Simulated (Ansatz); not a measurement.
# GeRh2 squeezed and stretched

A database entry relaxed whole under r2SCAN (Pnma):

```xyz
12
Lattice="5.4871 0.0000 0.0000 0.0000 4.0179 0.0000 0.0000 0.0000 7.5738" Properties=species:S:1:pos:R:3 pbc="T T T"
Ge    1.5636    3.0134    4.5754
Ge    3.9235    1.0045    2.9984
Ge    1.1800    1.0045    0.7885
Ge    4.3071    3.0134    6.7853
Rh    5.3300    3.0134    1.5438
Rh    0.1570    1.0045    6.0300
Rh    2.9006    1.0045    5.3307
Rh    2.5865    3.0134    2.2431
Rh    4.5950    3.0134    4.3159
Rh    0.8920    1.0045    3.2579
Rh    3.6355    1.0045    0.5290
Rh    1.8515    3.0134    7.0448
```

The cell was scaled uniformly, its shape held, and the atoms relaxed at each volume with plane-wave PAW DFT (Ansatz 0.2.0; r2SCAN, 500 eV, 6×8×5 Γ-centred mesh, fermi-dirac occupations of width 0.100 eV; no spin, no spin-orbit coupling). One row is withheld.

```
volume (Å³/atom)  energy over the lowest (meV/atom)  pressure (GPa)
          13.080                               39.1           16.33
          13.358                                  ?               ?
          13.636                                3.8            4.82
          13.915                                0.0            0.04
          14.193                                4.0           -4.16
          14.471                               14.9           -7.86
          14.749                               31.7          -11.11
```

Q: Fit the pressures of the other rows to the third-order Birch-Murnaghan form.

A: With f = [(V₀/V)^(2/3) − 1]/2 and P = 3B₀f(1 + 2f)^(5/2)[1 + 3(B₀′ − 4)f/2], least squares gives V₀ = 13.92 Å³ an atom, B₀ = 223 GPa and B₀′ = 5.3; the rows miss the fit by 0.01 GPa. The slope of the energies differs from these pressures by 0.21 GPa, since they are taken to zero smearing while pressures follow the free energy.

Q: What does the withheld row hold?

A: The fit gives 10.21 GPa at 13.358 Å³; the run gave 10.22 GPa and 16.5 meV an atom.

Caveats: the shape of the cell was held, so B₀ is an upper bound where the axes differ in stiffness; 0 K, fixed nuclei; the symmetry was kept, and this need not be the phase that is stable at 0 K; one mesh for all volumes; pressure is positive in compression.
